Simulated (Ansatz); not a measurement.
This guess for Zn₂InO is about to be relaxed.

```
Zn In O
1.0
     4.12899    0.00000    0.00000
     0.00000    4.12899    0.00000
     0.00000    0.00000    4.59801
Zn In O
2 1 1
Direct
  0.50000 0.00000 0.65699
  0.00000 0.50000 0.34301
  0.50000 0.50000 0.50000
  0.00000 0.00000 0.00000
```

These are results of DFT PBE, scalar-relativistic, plane waves, PAW in Ansatz, not measurements. Cutoff 420 eV, Gaussian smearing, Γ-centred meshes. Cell and atoms relax first on a coarse mesh and then on a finer one. In between, the cell is made exact in the group found at 0.06 Å. In metals the finer mesh still leaves noise of several meV/atom or more. The steps can't lower the symmetry of their start. No spin polarisation in the relaxation; trial moments died out in a coarse test.

A guess keeps its type if space group and coordination stay and the shape of the cell changes little (axis ratios within about 15 %, angles within 6°); the volume may change.

Question: Will the relaxed cell still be of the starting type?

Answer: It doesn't keep its type. The symmetry stays P-4m2 (No. 115). The volume per atom shrinks by 10.2 %, from 19.6 to 17.6 Å³. The shortest distance goes from 2.19 Å (Zn–In) to 2.01 Å (Zn–O). The ratio c/a of the conventional cell changes by a factor of 1.92. Counting neighbours within 15 % of an atom's shortest distance, the start has In 4, O 4, Zn 2 and the end In 4, O 4, Zn 2. In detail, at the end Zn is surrounded by 2 O at 2.01 Å and 2 In at 2.73 Å; In is surrounded by 4 Zn at 2.73 Å and 4 In at 3.21 Å; around O lie 4 Zn at 2.01 Å.

```cif
data_structure
_symmetry_space_group_name_H-M 'P-4m2'
_symmetry_Int_Tables_number 115
_cell_length_a 3.2057
_cell_length_b 3.2057
_cell_length_c 6.8466
_cell_angle_alpha 90.000
_cell_angle_beta 90.000
_cell_angle_gamma 90.000
_cell_volume 70.36
loop_
_atom_site_label
_atom_site_type_symbol
_atom_site_symmetry_multiplicity
_atom_site_Wyckoff_symbol
_atom_site_fract_x
_atom_site_fract_y
_atom_site_fract_z
_atom_site_occupancy
Zn1 Zn 2 g 0.50000 0.00000 0.82356 1
In1 In 1 c 0.50000 0.50000 0.50000 1
O1 O 1 a 0.00000 0.00000 0.00000 1
```

Formation energies are uncorrected and refer to the elements' standard structures at the same level (O₂ as a molecule).

Question: At what energy does it end?

Answer: −0.58 eV/atom. It lies below the elements, which doesn't yet make it stable against other compounds or structures.

The last run used a 14×14×8 mesh (in the run's order of axes) for its 4-atom cell and Gaussian smearing of 0.10 eV. An odd number of electrons in the primitive cell allows no gap without spin; a larger cell or a magnetic state could open one. A later test with randomly moved atoms came back to the same energy, though modes that don't fit the test's cell weren't probed.
